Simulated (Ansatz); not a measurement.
Sn (beta-Sn type, space group I4_1/amd)

```yaml
crystal:
  lattice:
    - [-2.97350, 2.97350, 1.60615]
    - [2.97350, -2.97350, 1.60615]
    - [2.97350, 2.97350, -1.60615]
  atoms:
    - { symbol: Sn, position: [0.75000, 0.25000, 0.50000] }
    - { symbol: Sn, position: [0.00000, 0.00000, 0.00000] }
```

This relaxed cell (volume V₀) is scaled evenly in all directions, its shape held. Symmetry pins the atoms to their sites.

Level of theory: PBE (plane waves to 420 eV, PAW, scalar-relativistic; Ansatz, a quantum-chemistry and plane-wave program). k mesh 16×16×16 (Γ-centred), Fermi-Dirac smearing 0.05 eV. E stands for the smeared free energy. Compression counts positive. Sn was relaxed with its symmetry unable to fall. ΔE is measured from the relaxed starting cell.

```
V/V₀   P (GPa)  ΔE (meV/atom)
-----  -------  -------------
0.840        …            151
0.880      8.3              …
0.920      4.8             32
0.960      2.1              7
1.000      0.0              0
1.040     -1.7              6
1.080     -3.0              …
1.120     -4.1             49
1.160     -4.9              …
```

**Question.** Some entries are withheld; supply them.

**Answer.** 
- 0.840, P (GPa): 12.7
- 0.880, ΔE (meV/atom): 78
- 1.080, ΔE (meV/atom): 23
- 1.160, ΔE (meV/atom): 81

(A scan under strain: stresses follow from slopes of the energy per volume, elastic moduli from its curvatures.)
